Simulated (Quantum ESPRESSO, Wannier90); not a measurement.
## Wannierisation of CsPbCl₃ (cubic perovskite)

Structure: Materials Project mp-23037, symmetrised, not relaxed again. COD (Crystallography Open Database) records the formula in this space group. Ideal cubic forms of this type are often high-temperature phases that distort on cooling; symmetry holds the cell here, and its stability was not tested. Level: PBEsol, no spin polarisation, no spin-orbit coupling; pw.x of Quantum ESPRESSO at 50 Ry with PseudoDojo potentials, 6×6×6 k-points, Wannier90. Density: 6×6×6 mesh, cold smearing 0.01 Ry. Spin-orbit coupling is left out although heavy elements are present.

On the energy scale of pw.x, whose zero is arbitrary, the valence-band maximum lies at 3.51 eV.

Input w.win:

```
num_bands = 4
num_wann = 4
exclude_bands = 1-9,14-36
num_iter = 800
conv_tol = 1.0e-6
conv_window = 4
write_hr = true
write_u_matrices = true
auto_projections = true
begin unit_cell_cart
ang
    5.6798400000    0.0000000000    0.0000000000
    0.0000000000    5.6798400000    0.0000000000
    0.0000000000    0.0000000000    5.6798400000
end unit_cell_cart
begin atoms_frac
Cs   0.0000000000  0.0000000000  0.0000000000
Pb   0.5000000000  0.5000000000  0.5000000000
Cl   0.0000000000  0.5000000000  0.5000000000
Cl   0.5000000000  0.0000000000  0.5000000000
Cl   0.5000000000  0.5000000000  0.0000000000
end atoms_frac
mp_grid = 6 6 6
begin kpoints
0.0000000000 0.0000000000 0.0000000000
0.0000000000 0.0000000000 0.1666666667
0.0000000000 0.0000000000 0.3333333333
... (213 more lines: the 6x6x6 mesh through Gamma)
end kpoints
```

Input of pw2wannier90.x that gives the overlap and projection files (equivalent; here they were cut from one run over all bands):

```
&inputpp
  outdir = './out'
  prefix = 'pwscf'
  seedname = 'w'
  write_amn = .true.
  write_mmn = .true.
  atom_proj = .true.
  atom_proj_exclude = 1 5 6 7 8 9 10 12 13 14 15 16 17 18 19 20 21 22 23 24 25 26
/
```

Output w.wout (banner and timings cut):

```
                                    ------
                                    SYSTEM
                                    ------

                              Lattice Vectors (Ang)
                    a_1     5.679840   0.000000   0.000000
                    a_2     0.000000   5.679840   0.000000
                    a_3     0.000000   0.000000   5.679840

                   Unit Cell Volume:     183.23495  (Ang^3)

                        Reciprocal-Space Vectors (Ang^-1)
                    b_1     1.106226   0.000000   0.000000
                    b_2     0.000000   1.106226   0.000000
                    b_3     0.000000   0.000000   1.106226

 *----------------------------------------------------------------------------*
 |   Site       Fractional Coordinate          Cartesian Coordinate (Ang)     |
 +----------------------------------------------------------------------------+
 | cs   1   0.00000   0.00000   0.00000   |    0.00000   0.00000   0.00000    |
 | pb   1   0.50000   0.50000   0.50000   |    2.83992   2.83992   2.83992    |
 | cl   1   0.00000   0.50000   0.50000   |    0.00000   2.83992   2.83992    |
 | cl   2   0.50000   0.00000   0.50000   |    2.83992   0.00000   2.83992    |
 | cl   3   0.50000   0.50000   0.00000   |    2.83992   2.83992   0.00000    |
 *----------------------------------------------------------------------------*
                                ------------
                                K-POINT GRID
                                ------------

             Grid size =  6 x  6 x  6      Total points =  216

 *---------------------------------- MAIN ------------------------------------*
 |  Number of Wannier Functions               :                 4             |
 |  Number of Objective Wannier Functions     :                 4             |
 |  Number of input Bloch states              :                 4             |
 |  Output verbosity (1=low, 5=high)          :                 1             |
 |  Timing Level (1=low, 5=high)              :                 1             |
 |  Optimisation (0=memory, 3=speed)          :                 3             |
 |  Length Unit                               :               Ang             |
 |  Post-processing setup (write *.nnkp)      :                 F             |
 |  Using Gamma-only branch of algorithms     :                 F             |
 *----------------------------------------------------------------------------*
 *------------------------------- WANNIERISE ---------------------------------*
 |  Total number of iterations                :               800             |
 |  Number of CG steps before reset           :                 5             |
 |  Trial step length for line search         :             2.000             |
 |  Convergence tolerence                     :         0.100E-05             |
 |  Convergence window                        :                 4             |
 |  Iterations between writing output         :                 1             |
 |  Iterations between backing up to disk     :               100             |
 |  Write r^2_nm to file                      :                 F             |
 |  Write xyz WF centres to file              :                 F             |
 |  Write on-site energies <0n|H|0n> to file  :                 F             |
 |  Use guiding centre to control phases      :                 F             |
 |  Use phases for initial projections        :                 F             |
 *----------------------------------------------------------------------------*
 *-------------------------------- PLOTTING ----------------------------------*
 |  Plotting Hamiltonian in WF basis          :                 T             |
 *----------------------------------------------------------------------------*

 *---------------------------------- K-MESH ----------------------------------*
 +----------------------------------------------------------------------------+
 |                    Distance to Nearest-Neighbour Shells                    |
 |                    ------------------------------------                    |
 |          Shell             Distance (Ang^-1)          Multiplicity         |
 |          -----             -----------------          ------------         |
 |             1                   0.184371                      6            |
 |             2                   0.260740                     12            |
 |             3                   0.319340                      8            |
 |             4                   0.368742                      6            |
 |             5                   0.412266                     24            |
 |             6                   0.451615                     24            |
 |             7                   0.521480                     12            |
 |             8                   0.553113                     30            |
       ... (lines left out)
 +----------------------------------------------------------------------------+
 | The b-vectors are chosen automatically                                     |
 | The following shells are used:                       1                     |
 +----------------------------------------------------------------------------+
 |                        Shell   # Nearest-Neighbours                        |
 |                        -----   --------------------                        |
 |                          1               6                                 |
 +----------------------------------------------------------------------------+
 | Completeness relation is fully satisfied [Eq. (B1), PRB 56, 12847 (1997)]  |
 +----------------------------------------------------------------------------+
 |                  b_k Vectors (Ang^-1) and Weights (Ang^2)                  |
 |                  ----------------------------------------                  |
 |            No.         b_k(x)      b_k(y)      b_k(z)        w_b           |
 |            ---        --------------------------------     --------        |
 |             1         0.000000    0.000000    0.184371    14.709062        |
 |             2         0.000000    0.184371    0.000000    14.709062        |
 |             3         0.184371    0.000000    0.000000    14.709062        |
 |             4         0.000000    0.000000   -0.184371    14.709062        |
 |             5         0.000000   -0.184371    0.000000    14.709062        |
 |             6        -0.184371    0.000000    0.000000    14.709062        |
 +----------------------------------------------------------------------------+
 |                           b_k Directions (Ang^-1)                          |
 |                           -----------------------                          |
 |            No.           x           y           z                         |
 |            ---        --------------------------------                     |
 |             1         0.000000    0.000000    0.184371                     |
 |             2         0.000000    0.184371    0.000000                     |
 |             3         0.184371    0.000000    0.000000                     |
 +----------------------------------------------------------------------------+

 Starting a new Wannier90 calculation ...

 Reading overlaps from w.mmn

 Reading projections from w.amn

 *------------------------------- WANNIERISE ---------------------------------*
 +--------------------------------------------------------------------+<-- CONV
 | Iter  Delta Spread     RMS Gradient      Spread (Ang^2)            |<-- CONV
 +--------------------------------------------------------------------+<-- CONV

 ------------------------------------------------------------------------------
 Initial State
  WF centre and spread    1  (  0.000000, -0.000000, -0.000000 )     1.48841896
  WF centre and spread    2  (  0.000000,  0.000000,  0.000000 )     1.48841896
  WF centre and spread    3  (  0.000000, -0.000000,  0.000000 )     1.48841896
  WF centre and spread    4  (  2.839920,  2.839920,  2.839920 )     3.78367387
  Sum of centres and spreads (  2.839920,  2.839920,  2.839920 )     8.24893074

      0     0.825E+01     0.0000000000        8.2489307321  <-- CONV
        O_D=      0.0000000 O_OD=      0.0020274 O_TOT=      8.2489307 <-- SPRD
 ------------------------------------------------------------------------------
      1    -0.683E-03     0.0177568199        8.2482473970  <-- CONV
        O_D=      0.0000000 O_OD=      0.0013440 O_TOT=      8.2482474 <-- SPRD
      2    -0.368E-04     0.0091541306        8.2482106176  <-- CONV
        O_D=      0.0000000 O_OD=      0.0013073 O_TOT=      8.2482106 <-- SPRD
      3    -0.433E-05     0.0033264531        8.2482062914  <-- CONV
        O_D=      0.0000000 O_OD=      0.0013029 O_TOT=      8.2482063 <-- SPRD
      4    -0.724E-06     0.0014588682        8.2482055677  <-- CONV
        O_D=      0.0000000 O_OD=      0.0013022 O_TOT=      8.2482056 <-- SPRD
      5    -0.109E-06     0.0006069603        8.2482054585  <-- CONV
        O_D=      0.0000000 O_OD=      0.0013021 O_TOT=      8.2482055 <-- SPRD
      6    -0.102E-07     0.0002013054        8.2482054483  <-- CONV
        O_D=      0.0000000 O_OD=      0.0013021 O_TOT=      8.2482054 <-- SPRD
      7    -0.358E-09     0.0000410771        8.2482054480  <-- CONV
        O_D=      0.0000000 O_OD=      0.0013021 O_TOT=      8.2482054 <-- SPRD
             <<<     Delta < 1.000E-06  over  4 iterations     >>>
             <<< Wannierisation convergence criteria satisfied >>>
 Final State
  WF centre and spread    1  (  0.000000, -0.000000, -0.000000 )     1.48803969
  WF centre and spread    2  (  0.000000,  0.000000,  0.000000 )     1.48803969
  WF centre and spread    3  (  0.000000, -0.000000,  0.000000 )     1.48803969
  WF centre and spread    4  (  2.839920,  2.839920,  2.839920 )     3.78408639
  Sum of centres and spreads (  2.839920,  2.839920,  2.839920 )     8.24820546

         Spreads (Ang^2)       Omega I      =     8.246903368
        ================       Omega D      =     0.000000000
                               Omega OD     =     0.001302080
    Final Spread (Ang^2)       Omega Total  =     8.248205448
```
